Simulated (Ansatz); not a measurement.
MoPd (rock salt, Fm-3m) at seven volumes, r²SCAN (plane waves, PAW; program Ansatz), scaled uniformly. One row is withheld.

| V (Å³/atom) | P (GPa) |
|---|---|
| 15.845 | 21.60 |
| 16.367 | 13.15 |
| 16.889 | ? |
| 17.412 | 0.00 |
| 17.934 | -5.07 |
| 18.456 | -9.34 |
| 18.979 | -12.92 |

Q: Fit the shown pressures and predict the withheld one.

A: P = (3/2)B₀(x^(7/2) − x^(5/2))[1 + (3/4)(B′ − 4)(x − 1)] with x = (V₀/V)^(2/3). Least squares on the six rows gives V₀ = 17.412 Å³/atom, B₀ = 184 GPa, B′ = 4.69. At V = 16.889, x = 1.0205 and P = 6.03 GPa. The run itself gave 6.02 GPa.

The start of the workflow was typed in or built on a structure type; neither database checked (COD, Materials Project) lists it. Its standing as an ambient phase is unchecked. Symmetry was held in the r²SCAN relaxation. At this level the phase is mechanically unstable. No spin polarisation was allowed. The volume moved by 15 % from the start of the relaxation. Its formation energy is positive at this level, so the cell may be metastable or incomplete.

Potentials: the earlier of the program's two PAW sets.
